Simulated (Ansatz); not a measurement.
# YSn3: pressure against volume, fitted

```
CELL_PARAMETERS angstrom
4.66600 0.00000 0.00000
0.00000 4.66600 0.00000
0.00000 0.00000 4.66600
ATOMIC_POSITIONS crystal
Y 0.00000 0.00000 0.00000
Sn 0.00000 0.50000 0.50000
Sn 0.50000 0.00000 0.50000
Sn 0.50000 0.50000 0.00000
```

Atoms are numbered in the order listed.

The cell is COD entry 4343790, as deposited and not checked against the literature; nothing was relaxed.

Spin polarisation is left out, and whether a magnetic state lies lower isn't shown here.

Spin–orbit coupling is left out, though it moves levels of the heavy atoms by tenths of an eV or more.

Computed with DFT, PBEsol, all-electron LAPW, scalar-relativistic (Ansatz 0.2.0).

Numerical set-up: a Γ-centred 8×8×8 k mesh, Fermi–Dirac smearing of 0.05 eV, basis error target 1 meV/atom, no spin polarisation.

The cell is scaled evenly. Fractional coordinates are held (clamped ions).

```json
{"V (Å³/atom)": "23.873", "P (GPa)": "3.49"}
{"V (Å³/atom)": "24.381", "P (GPa)": "1.88"}
{"V (Å³/atom)": "24.889", "P (GPa)": "0.45"}
{"V (Å³/atom)": "25.143", "P (GPa)": "-0.21"}
{"V (Å³/atom)": "25.397", "P (GPa)": "-0.83"}
{"V (Å³/atom)": "25.650", "P (GPa)": "-1.43"}
{"V (Å³/atom)": "25.904", "P (GPa)": "-1.98"}
{"V (Å³/atom)": "26.920", "P (GPa)": "-3.94"}
```

**Question.** Fit a third-order Birch–Murnaghan curve to the pressures.

**Answer.** P = (3B0/2)(y^(7/2) − y^(5/2))[1 + (3/4)(B0′ − 4)(y − 1)] with y = (V0/V)^(2/3) fits within 0.01 GPa for V0 = 25.060 Å³/atom, B0 = 64.5 GPa and B0′ = 4.44.

**Question.** Predict the pressure at the withheld volume, 26.412 Å³/atom.

**Answer.** There y = 0.9656, so the fit gives -3.02 GPa; the run gave -3.02 GPa.
